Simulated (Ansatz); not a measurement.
Data sheet: Na (DFT)

Na:
```
Na
1.0
    3.59430     0.00000     0.00000
   -1.79715     3.11275     0.00000
    0.00000     0.00000     5.96491
Na
2
Direct
  0.33333   0.66667   0.25000
  0.66667   0.33333   0.75000
```

Space group P6_3/mmc (No. 194), hcp (Mg type); conventional cell a = b = 3.594 Å, c = 5.965 Å, α = β = 90.00°, γ = 120.00°.

Method: the program Ansatz at the LDA level (PAW). Geometry: relaxed at this level of theory. Other levels are named where they apply.

Cell and energy:

```
Property              Value
---------------  ----------
Volume per atom    33.37 Å³
Density          1.14 g/cm³
```

Electronic structure:

```
Property                                                                     Value
------------------------------------  --------------------------------------------
Electronic character                                             metallic (no gap)
Density of states at the Fermi level  0.46 states/eV per atom (mean over ±0.08 eV)
```

Mechanics:

```
Item                                                                                           Result
--------------------------------------------  -------------------------------------------------------
Bulk modulus (Birch–Murnaghan fit)                                                            9.1 GPa
Pressure derivative B′                                                                            3.7
Elastic constants (relaxed ions, GPa)         C11 = 14.4, C12 = 9.0, C13 = 4.2, C33 = 18.3, C44 = 2.7
Mechanical stability                                           stable (all eigenvalues of C positive)
Hill bulk and shear moduli                                                            9.1 and 3.3 GPa
Young's modulus                                                                               8.9 GPa
Poisson's ratio                                                                                  0.34
Debye temperature from the elastic constants                                                    177 K
```

Phonons:

```
Quantity                                        Value
-----------------------------  ----------------------
Highest zone-centre frequency                16.7 meV
Zone-centre stability          no imaginary mode at Γ
```

The first step of the workflow began from a Materials Project structure, measured or hypothetical; the Crystallography Open Database files this formula in space group No. 194, but the cells were not matched. It is not the phase usual at ambient conditions (space group No. 229). The LDA relaxation kept the symmetry of its start. As this level gives no gap, shear constants depend on the k-mesh and smearing (Fermi–Dirac, 0.1 eV here). As this level gives no gap, phonon frequencies hold no LO–TO term and depend on the k-mesh and smearing (Fermi–Dirac, 0.1 eV here). Axis ratios of metals converge slowly with the k-mesh, so a and c are less sure than the volume.

Potentials: the later of the program's two PAW sets.
